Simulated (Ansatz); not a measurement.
Be (bcc (W type), Im-3m) under volume change, PBEsol in the plane-wave PAW code Ansatz, scaled uniformly.

| V (Å³/atom) | E − E(relaxed) (meV/atom) | P (GPa) |
|---|---|---|
| 7.044 | (withheld) | (withheld) |
| 7.277 | 12.0 | 8.61 |
| 7.509 | 2.9 | 4.04 |
| 7.741 | 0.0 | 0.02 |
| 7.973 | 2.6 | -3.50 |
| 8.205 | 9.9 | -6.60 |
| 8.438 | (withheld) | (withheld) |

**Question.** Complete the blanks.

**Answer.** 
- 8.438, E − E(relaxed) (meV/atom): 21.5
- 8.438, P (GPa): -9.33
- 7.044, E − E(relaxed) (meV/atom): 28.2
- 7.044, P (GPa): 13.83

**Question.** What does a third-order Birch–Murnaghan fit give for V₀, B₀ and B′?

**Answer.** V₀ = 7.74 Å³/atom, B₀ = 125 GPa, B′ = 3.3.

The first step of the workflow began from a Materials Project structure, measured or hypothetical; the Crystallography Open Database copy checked does not list it. It is not the phase usual at ambient conditions (space group No. 194). Symmetry was held in the PBEsol relaxation; whether a distortion lowers the energy is not shown.

Potentials: the earlier of the program's two PAW sets.
